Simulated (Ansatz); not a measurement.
Here is an unrelaxed guess for Ti3Se.

```yaml
crystal:
  lattice:
    - [0.00000, 3.61823, 3.61823]
    - [3.61823, 0.00000, 3.61823]
    - [3.61823, 3.61823, 0.00000]
  atoms:
    - { symbol: Ti, position: [0.25000, 0.25000, 0.25000] }
    - { symbol: Ti, position: [0.50000, 0.50000, 0.50000] }
    - { symbol: Ti, position: [0.75000, 0.75000, 0.75000] }
    - { symbol: Se, position: [0.00000, 0.00000, 0.00000] }
```

These are results of DFT PBE, scalar-relativistic, plane waves, PAW (Ansatz 0.2.0), not measurements. Plane waves to 420 eV, a k mesh through Γ of 4×4×4 on the computed 4-atom cell and Gaussian smearing (0.10 eV); collinear spin from starting moments 1.0 1.0 1.0 0.0 μB.

The zero of energy is the elements' standard structures at the same level; no fitted shifts are applied.

Question: What does a single point on this coarse mesh give?

Answer: The pressure is -16.4 GPa (it wants to contract), the largest force is 0.00 eV/Å (symmetry fixes the atoms), and the energy is +0.48 eV/atom against the elements. The shortest distance is 3.13 Å.

Question: Is it a good guess?

Answer: A rough one: relaxing gains about 0.55 eV/atom (the start's value is from the coarse mesh, so the gain is rough) in 12 ionic steps and ends at −0.07 eV/atom on the finer mesh. The symmetry stays Fm-3m (No. 225). The end has the BiF3 (D0_3) type. The volume per atom shrinks by 32.5 %, from 23.7 to 16.0 Å³. The shortest distance goes from 3.13 Å (Ti–Se and Ti–Ti) to 2.75 Å (Ti–Se and Ti–Ti). Conventional cell: a = 6.348 Å. Ti on a site of symmetry -43m is surrounded by 4 Se at 2.75 Å, 4 Ti at 2.75 Å and 6 Ti at 3.17 Å; Ti on a site of symmetry m-3m is surrounded by 8 Ti at 2.75 Å and 6 Se at 3.17 Å; Se is surrounded by 8 Ti at 2.75 Å and 6 Ti at 3.17 Å.

The last run used a 12×12×12 mesh for its 4-atom cell and Gaussian smearing of 0.10 eV. The reference form of Se is held partly by dispersion forces, which this level lacks. The relaxation can't lower the symmetry of the start, and the grade says only how near the guess is to its own end. A structure relaxed within its symmetry needn't be a true minimum.
